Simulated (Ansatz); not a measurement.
Relaxed GaSb (zinc blende):

```yaml
crystal:
  lattice:
    - [0.00000, 6.21351, 6.21351]
    - [3.10675, 3.10675, 6.21351]
    - [3.10675, 3.10675, 0.00000]
  atoms:
    - { symbol: Sb, position: [0.00000, 0.75000, 0.75000] }
    - { symbol: Sb, position: [0.50000, 0.75000, 0.75000] }
    - { symbol: Ga, position: [0.00000, 0.00000, 0.00000] }
    - { symbol: Ga, position: [0.50000, 0.00000, 0.00000] }
```

A phonon eigenvector at X = (0.5, 0.5, 0.0) is frozen into this cell: atom i moves by Q times the vector below, so Q is the largest atomic displacement, in Å. The cell is held. (q is in reciprocal vectors of the primitive cell; the cell shown is doubled to hold the pattern.)

| atom | x | y | z |
|---|---|---|---|
| Ga3 | 0.000 | 0.000 | -1.000 |
| Ga4 | 0.000 | 0.000 | 1.000 |

Atoms not listed stay in place.

All values below come from PBE (plane waves to 420 eV, PAW, scalar-relativistic; Ansatz, a first-principles code). k mesh 13×13×13 (Γ-centred), Fermi-Dirac smearing 0.05 eV. The energy includes the smearing's −TS. With partly filled bands, energies and forces of such displacements shift with the k mesh and the smearing. At this level the bands of GaSb touch or barely overlap; measurements give the solid a gap. GaSb was relaxed with its symmetry unable to fall. Spin-orbit coupling is left out, though Sb is heavy. ΔE is measured from the undisplaced structure. The last digit holds for this mesh only.

| Q (Å) | ΔE (meV/cell) |
|---|---|
| -0.180 | 314.9 |
| -0.150 | 219.2 |
| -0.120 | withheld |
| -0.090 | 79.2 |
| -0.060 | 35.2 |
| -0.030 | 8.8 |
| 0.000 | 0.0 |
| 0.030 | 8.8 |
| 0.060 | 35.2 |
| 0.090 | 79.2 |
| 0.120 | withheld |
| 0.150 | 219.2 |
| 0.180 | 314.9 |

**Question.** Fit an even polynomial form (powers 2, 4) to the given rows and predict ΔE at Q = -0.120.

**Answer.** Least squares on the 11 given rows: ΔE = (9795)·Q² + (-2326)·Q⁴, in meV/cell with Q in Å; root-mean-square residual 0.02 meV/cell. At -0.120 the fit gives 140.6 meV/cell; the calculation gives 140.6 meV/cell, the same to the digits shown. The quadratic term alone would give 141.0 meV/cell.

(A displaced cell: forces are minus the slopes of the energy, force constants its curvatures, and phonons follow from these.)
